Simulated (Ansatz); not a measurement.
Ga₂Pt:
```
Ga2Pt
1.0
    0.00000     2.95970     2.95970
    2.95970     0.00000     2.95970
    2.95970     2.95970     0.00000
Ga Pt
2 1
Direct
  0.75000   0.75000   0.75000
  0.25000   0.25000   0.25000
  0.00000   0.00000   0.00000
```

Relaxed with PBEsol. Special points in fractions of this cell's reciprocal vectors: Γ (0.000, 0.000, 0.000); X (0.500, 0.000, 0.500); U (0.625, 0.250, 0.625); K (0.375, 0.375, 0.750); L (0.500, 0.500, 0.500); W (0.500, 0.250, 0.750).

List the band energies nearest the Fermi level at these points for DFT-PBEsol with spin–orbit coupling in the program Ansatz with PAW potentials.

In eV from the Fermi level; about four levels below and three above (degenerate sets whole), none deeper than 8.9 eV; points with the same levels are listed once.

```csv
k,below,above
Γ,-3.29 -3.29 -3.29 -3.29,0.04 0.04 3.90 3.90
X,-2.11 -2.11 -1.78 -1.78,1.88 1.88 4.12 4.12
U,-1.96 -1.96 -0.78 -0.78,2.71 2.71 6.04 6.04
L,-3.00 -3.00 -2.95 -2.95,0.82 0.82 1.47 1.47
W,-2.58 -2.58 -0.98 -0.98,4.79 4.79 4.88 4.88
```

Space group Fm-3m (fluorite or antifluorite type). The workflow started from a Materials Project entry (that database holds measured and hypothetical structures alike); the Crystallography Open Database files this formula in space group No. 225, but the cells were not matched. Its standing as an ambient phase is unchecked. Symmetry was held in the PBEsol relaxation; of distortions, only those at the zone centre were tested. No spin polarisation was allowed.

Potentials: the later of the program's two PAW sets.
